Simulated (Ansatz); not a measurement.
Relaxed-ion elastic tensor of PbS (NiAs type, P6_3/mmc) in GPa (Voigt order), the program Ansatz at the r²SCAN level (PAW); density 7.36 g/cm³, 26.99 Å³ per atom.

```
77.6  38.4  42.4   0.0   0.0   0.0
38.4  77.6  42.4   0.0   0.0   0.0
42.4  42.4   115   0.0   0.0   0.0
 0.0   0.0   0.0  37.3   0.0   0.0
 0.0   0.0   0.0   0.0  37.3   0.0
 0.0   0.0   0.0   0.0   0.0  19.6
```

**Question.** Is the crystal mechanically stable?

**Answer.** Yes: the smallest eigenvalue of C is 19.6 GPa.

**Question.** Work out the Voigt, Reuss and Hill averages.

**Answer.** K_V = 57.4, K_R = 55.2, K_H = 56.3; G_V = 28.6, G_R = 26.2, G_H = 27.4 GPa.

**Question.** Give Young's modulus, Poisson's ratio, Pugh's ratio and the universal anisotropy index.

**Answer.** E = 9KG/(3K + G) = 70.7 GPa; ν = 0.29; K/G = 2.06 (ductile by the Pugh limit of 1.75); A_U = 5G_V/G_R + K_V/K_R − 6 = 0.51.

**Question.** Estimate the sound speeds and the Debye temperature.

**Answer.** v_l = √((K + 4G/3)/ρ) = 3550 m/s, v_t = √(G/ρ) = 1930 m/s, mean 2150 m/s; Θ = (h/k)(3n/4πV)^(1/3) v_m = 214 K.

**Question.** How much does each axis shrink under pressure?

**Answer.** Linear compressibilities β_i = Σ_j S_ij (j = 1 to 3): x 7.4, y 7.4, z 3.2 per TPa.

The first step of the workflow began from a Materials Project structure, measured or hypothetical; the Crystallography Open Database copy checked does not list it. It is not the phase usual at ambient conditions (space group No. 225). The cell was relaxed with r²SCAN under the symmetry of its start; its stability against distortions is not shown here. Scalar-relativistic: spin–orbit coupling is off unless named, which matters more the heavier the elements.

Potentials: the later of the program's two PAW sets.
